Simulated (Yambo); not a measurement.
Yambo run on BaO (rock salt, space group Fm-3m, No. 225). The wavefunctions come from this Quantum ESPRESSO step (PBEsol, PseudoDojo standard norm-conserving files, scalar-relativistic):

```
&CONTROL
  calculation = 'nscf'
  pseudo_dir = './pseudo'
  outdir = './out'
/
&SYSTEM
  ibrav = 0
  nat = 2
  ntyp = 2
  ecutwfc = 84.0
  ecutrho = 336.0
  occupations = 'fixed'
  force_symmorphic = .true.
  nbnd = 99
/
&ELECTRONS
  conv_thr = 2e-09
  diago_full_acc = .true.
  diago_thr_init = 1e-08
/
ATOMIC_SPECIES
O 15.9990 O.upf
Ba 137.3270 Ba.upf
CELL_PARAMETERS angstrom
  0.000000000000   2.742773438000   2.742773438000
  2.742773438000   0.000000000000   2.742773438000
  2.742773438000   2.742773438000   0.000000000000
ATOMIC_POSITIONS crystal
O   0.500000000000   0.500000000000   0.500000000000
Ba   0.000000000000   0.000000000000   0.000000000000
K_POINTS automatic
4 4 4 0 0 0
```

Yambo input:

```
rim_cut
gw0
dyson
el_el_corr
HF_and_locXC
ppa
em1d
RandQpts= 1000000
RandGvec= 1 Ry
EXXRLvcs= 84 Ry
VXCRLvcs= 336 Ry
Chimod= "HARTREE"
% BndsRnXp
 1 | 98 |
%
NGsBlkXp= 10 Ry
% LongDrXp
 1.0 | 1.0 | 1.0 |
%
PPAPntXp= 27.2114 eV
% GbndRnge
 1 | 98 |
%
GTermKind= "BG"
DysSolver= "n"
ExtendOut
% QPkrange
 1 | 1 | 8 | 9 |
 3 | 3 | 8 | 9 |
 7 | 7 | 8 | 9 |
 8 | 8 | 8 | 9 |
%
```

k points by index: 1 = Γ, 3 = L, 7 = X, 8 = W.

Resulting energies as the program prints them:

```
#    K-point    Band    Eo [eV]    E [eV]    E-Eo [eV]    Vxc [eV]    Vnlxc [eV]    Sc|Eo [eV]    Sc|E [eV]    dSc/dw|Eo [eV]    Re(Z)    Im(Z)
#
    1    8    -0.541805    -1.326785    -0.784980    -18.17457    -23.26722    4.070190    4.307669    -8.230712    0.767767    -0.001498
    1    9    3.549396    4.058429    0.509033    -9.524667    -5.056694    -3.865260    -3.958940    -5.007018    0.844590    -0.949595E-3
    3    8    -1.628667    -2.556499    -0.927832    -16.62823    -21.95591    4.116849    4.399849    -8.298098    0.766309    -0.001825
    3    9    4.925571    5.706742    0.781171    -13.35959    -8.816636    -3.579819    -3.761784    -6.337804    0.811087    -0.001170
    7    8    0.000000    -0.826890    -0.826890    -18.47987    -23.29799    3.750200    3.991223    -7.930391    0.774329    -0.001373
    7    9    1.842232    2.308044    0.465813    -8.897917    -4.547779    -3.799778    -3.884325    -4.938063    0.846402    -0.953533E-3
    8    8    -0.243629    -1.082568    -0.838939    -18.02492    -22.85325    3.745379    3.989387    -7.913271    0.774706    -0.001396
    8    9    4.443258    5.121340    0.678082    -10.33416    -5.388118    -4.131161    -4.267956    -5.488731    0.832148    -0.001046
```
(The two width columns are left out.) Convergence of these settings isn't established.

Geometry relaxed with PBEsol.
